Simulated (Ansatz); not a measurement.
TiSeS in space group P3m1 (No. 156; Ti on 1b, Se on 1c, S on 1a), the program Ansatz at the LDA level (PAW), all energies at zero smearing, with the estimated change up to a 700 eV cutoff added, with one set of potentials and settings (totals compare only within such a set). Cell of 3 atoms (1 Ti, 1 Se, 1 S): -8706.915 eV.

| element | reference phase | E (eV/atom) |
|---|---|---|
| Ti | P6/mmm, 3 atoms in the cell | -2450.3259 |
| Se | P3_121, 3 atoms in the cell | -5383.2604 |
| S | Fddd, 32 atoms in the cell | -869.4931 |

Formation energy per atom, worked out: (-8706.915 − 1×(-2450.3259) − 1×(-5383.2604) − 1×(-869.4931))/3 = -1.279 eV/atom (-123 kJ per mol of atoms), at 0 K, without zero-point energy or fitted corrections.

The first step of the workflow began from a Materials Project structure, measured or hypothetical; the Crystallography Open Database copy checked does not list it. Whether it is the stable phase at ambient conditions was not checked. The LDA relaxation kept the symmetry of its start; its stability against distortions is not shown here. No spin polarisation was allowed. A crystal of weakly bound layers computed without a dispersion correction: the cell and the soft elastic constants depend strongly on that. The references are the lowest solids computed at this level, not always the standard phases.

Potentials: the later of the program's two PAW sets.
